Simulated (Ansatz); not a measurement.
Space group I4/mmm (No. 139). a = 4.162 Å, b = 4.162 Å, c = 12.407 Å, α = 90.00°, β = 90.00°, γ = 90.00°
```json
{"atom": "Ba", "site": "2a", "symmetry": "4/mmm", "x": "0.0000", "y": "0.0000", "z": "0.0000"}
{"atom": "As", "site": "4e", "symmetry": "4mm", "x": "0.5000", "y": "0.5000", "z": "0.1510"}
{"atom": "Ru", "site": "4d", "symmetry": "-4m2", "x": "0.0000", "y": "0.5000", "z": "0.2500"}
```

Equation of state of this BaAs₂Ru₂ structure (not necessarily the ground state), with shape and atoms relaxed at each volume where symmetry leaves them free. It has no gap at any of these volumes. Theory: Ansatz 0.2.0, DFT r2SCAN, scalar-relativistic, plane waves, PAW.

Cutoff 500 eV; k points 12×12×12 on the computed 5-atom cell (Γ-centred); Gaussian smearing, width 0.10 eV; no spin polarisation.

```
V (Å³/atom) E − E(largest V) (meV/atom) P (GPa)
     18.913                        50.13    13.16
     19.558                         5.57     9.09
     20.203                       -23.83     5.59
     20.847                       -40.12     2.57
     21.492                       -45.12    -0.01
     22.137                       -40.50    -2.23
     22.782                       -27.70    -4.10
     23.641                         0.00    -6.17
```

Fit a third-order Birch–Murnaghan equation to E(V).

V0 = 21.49 Å³/atom, B0 = 79 GPa, B0' = 4.2.

Spin-orbit coupling is left out, which matters for the bands of heavy elements.